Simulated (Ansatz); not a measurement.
NaBrF$_{4}$:
```
CELL_PARAMETERS angstrom
     -2.90983     2.90983     5.23068
      2.90983    -2.90983     5.23068
      2.90983     2.90983    -5.23068
ATOMIC_POSITIONS crystal
  Na 0.25000 0.25000 0.00000
  Na 0.75000 0.75000 0.00000
  Br 0.50000 0.00000 0.50000
  Br 0.00000 0.50000 0.50000
  F  0.79110 0.29110 0.82389
  F  0.20890 0.70890 0.17611
  F  0.29110 0.46720 0.50000
  F  0.70890 0.53280 0.50000
  F  0.46720 0.96720 0.17611
  F  0.53280 0.03280 0.82389
  F  0.96720 0.79110 0.50000
  F  0.03280 0.20890 0.50000
```

Relaxed with HSE06. Special points in fractions of this cell's reciprocal vectors: Γ (0.000, 0.000, 0.000); X (0.000, 0.000, 0.500); P (0.250, 0.250, 0.250); N (0.000, 0.500, 0.000); M (0.500, 0.500, -0.500); S (0.327, 0.673, -0.327); S0 (-0.327, 0.327, 0.327); R (-0.155, 0.155, 0.500); G (0.500, 0.500, -0.155).

List the band energies nearest the valence-band maximum at these points for the program Ansatz at the HSE06 level (PAW).

In eV from the valence-band maximum; about four levels below and three above (degenerate sets whole), none deeper than 8.9 eV; points with the same levels are listed once.

```csv
k,below,above
Γ,-1.82 -1.54 -0.09 -0.09,5.68 6.07 6.07
X,-1.55 -1.03 -0.05 -0.03,5.41 5.78 6.01
P,-1.28 -1.28 -0.04 -0.04,5.71 5.71 5.97 5.97
N,-1.25 -1.25 -0.07 -0.07,5.54 5.54 6.11 6.11
M,-1.08 -1.01 0.00 0.00,5.02 5.50 5.50
S,-1.16 -1.16 -0.05 -0.03,5.48 5.59 5.62
R,-1.42 -1.03 -0.05 -0.04,5.43 5.68 5.89
```

Space group I4/mcm. The workflow started from a Materials Project entry (that database holds measured and hypothetical structures alike); the Crystallography Open Database copy checked does not list it. Whether it is the stable phase at ambient conditions was not checked. The HSE06 relaxation kept the symmetry of its start; its stability against distortions is not shown here. The hybrid was solved on a coarse mesh, the path and, where they were found, the r²SCAN edge points; its band edges are the extreme levels among these. Spin–orbit coupling is left out wherever it is not named.

Potentials: the later of the program's two PAW sets.
